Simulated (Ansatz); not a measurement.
PbTe (rock salt), conventional cell a = 6.535 Å, b = 6.535 Å, c = 6.535 Å, α = 90.00°, β = 90.00°, γ = 90.00°. The calculation uses the primitive cell of 2 atoms, to which meshes and values per cell refer.

E(V) scan at fixed shape, V₀ the volume above. Symmetry pins the atoms to their sites.

Level of theory: r2SCAN (plane waves to 500 eV, PAW, scalar-relativistic; Ansatz, a quantum-chemistry and plane-wave program). k mesh 9×9×9 (Γ-centred), Fermi-Dirac smearing 0.05 eV. The energy includes the smearing's −TS. Compression counts positive. PbTe was relaxed with its symmetry unable to fall. Spin-orbit coupling is left out, though Pb and Te are heavy. ΔE is measured from the relaxed starting cell.

Problem. What ΔE (kJ/mol of atoms) and P (GPa) does the calculation give at V/V₀ = 0.940, 0.960, 0.970, 1.010, 1.030?

Solution. 
```tsv
V/V₀	ΔE (kJ/mol of atoms)	P (GPa)
0.940	1.78	2.99
0.960	0.76	1.88
0.970	0.42	1.37
1.010	0.04	-0.41
1.030	0.38	-1.17
```

(A scan under strain: stresses follow from slopes of the energy per volume, elastic moduli from its curvatures.)
